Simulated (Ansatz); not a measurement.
WS2 (anatase, I4_1/amd) at seven volumes, plane-wave PAW PBE (Ansatz code), shape and atoms relaxed at each. One row is withheld.

| V (Å³/atom) | P (GPa) |
|---|---|
| 16.156 | 8.53 |
| 16.689 | 5.10 |
| 17.221 | 2.23 |
| 17.754 | 0.00 |
| 18.287 | -1.44 |
| 18.819 | -2.24 |
| 19.352 | ? |

Q: Fit the shown pressures and predict the withheld one.

A: P = (3/2)B₀(x^(7/2) − x^(5/2))[1 + (3/4)(B′ − 4)(x − 1)] with x = (V₀/V)^(2/3). Least squares on the six rows gives V₀ = 17.795 Å³/atom, B₀ = 56.4 GPa, B′ = 10.09. At V = 19.352, x = 0.9456 and P = -3.01 GPa. The run itself gave -2.26 GPa.

The cell is a constructed one: a structure type filled with these elements; neither database checked (COD, Materials Project) lists it. It is not the phase usual at ambient conditions (space group No. 194). Symmetry was held in the PBE relaxation; its stability against distortions is not shown here. The run is not spin-polarised. Scalar-relativistic: spin–orbit coupling is off unless named, which matters more the heavier the elements.

Potentials: the later of the program's two PAW sets.
